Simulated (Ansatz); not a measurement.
A: Nb3B4 (space group Immm), a = 3.144 Å, b = 3.304 Å, c = 14.093 Å, α = 90.00°, β = 90.00°, γ = 90.00°
B: Re (hcp, Mg type), a = 2.7579 Å, b = 2.7579 Å, c = 4.4628 Å, α = 90.00°, β = 90.00°, γ = 120.00°
C: SnO$_{2}$ (rutile), a = b = 4.760 Å, c = 3.201 Å, α = β = γ = 90.00°
D: BiPd (NiAs type), a = b = 4.267 Å, c = 5.742 Å, α = β = 90.00°, γ = 120.00°

Scan: energy against volume (even scaling of the relaxed cell, symmetry kept). One method and one kind of scan serve all of them; meshes and ranges differ. All were relaxed with their symmetry unable to fall. BiPd is run without spin polarisation. Nb3B4 is run without spin polarisation. Re is run without spin polarisation. Spin-orbit coupling is left out.

Q: Order them by bulk modulus at fixed cell shape (fitted) (highest first) at the level r2SCAN (plane waves to 500 eV, PAW, scalar-relativistic; Ansatz, a first-principles code).

A: B (387 GPa), A (283 GPa), C (211 GPa), D (98.8 GPa)

(Under strain, the slope of the energy per volume gives the stress and its curvature an elastic modulus.)
